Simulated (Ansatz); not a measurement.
**Compressing SnO2: a fit and a missing row**

SnO2, I4_1/amd, a = 3.972 Å, c = 10.180 Å. This isn't the usual stable structure of the compound. Ansatz: LDA, PAW, 420 eV, Γ-centred 10×10×10 mesh on 6 atoms, Gaussian smearing 0.02 eV; no spin polarisation. Shape and atoms are relaxed at each volume; pressure is positive in compression.

```
V (Å³/atom) P (GPa)
     11.780    25.16
     12.181    17.97
     12.583        ?
     12.984     5.28
     13.386    -0.01
     13.788    -4.55
     14.189    -8.40
     14.725   -12.56
```

Take V0 = 13.386 Å³/atom, count pressures from its P0 = -0.01 GPa, fit the third-order Birch–Murnaghan form to the other rows, and predict the missing pressure.

With the Eulerian strain f = ½[(V0/V)^(2/3) − 1] and y = (P − P0)/[3f(1 + 2f)^(5/2)], the form is the line y = B0 + 1.5 B0 (B0′ − 4) f. Rows (f, y): 0.04447, 152.5; 0.03245, 157.8; 0.01027, 163.2; -0.00977, 162.7; -0.01905, 161.8; -0.03079, 159.3. Means f = 0.004597, y = 159.55; Σ(Δf)² = 0.004416, ΣΔfΔy = -0.3988; the slope is their ratio. y = 160.0 − 90.30 f GPa, so B0 = 160.0 GPa and B0′ = 4 + 2 × (-90.30)/(3 × 160.0) = 3.62. At V = 12.583, f = 0.02105, y = 158.10 and P = 11.06 GPa. The run gave 11.28 GPa, so the fit is 0.22 GPa too low, within the rms miss on the fitted rows (0.27 GPa).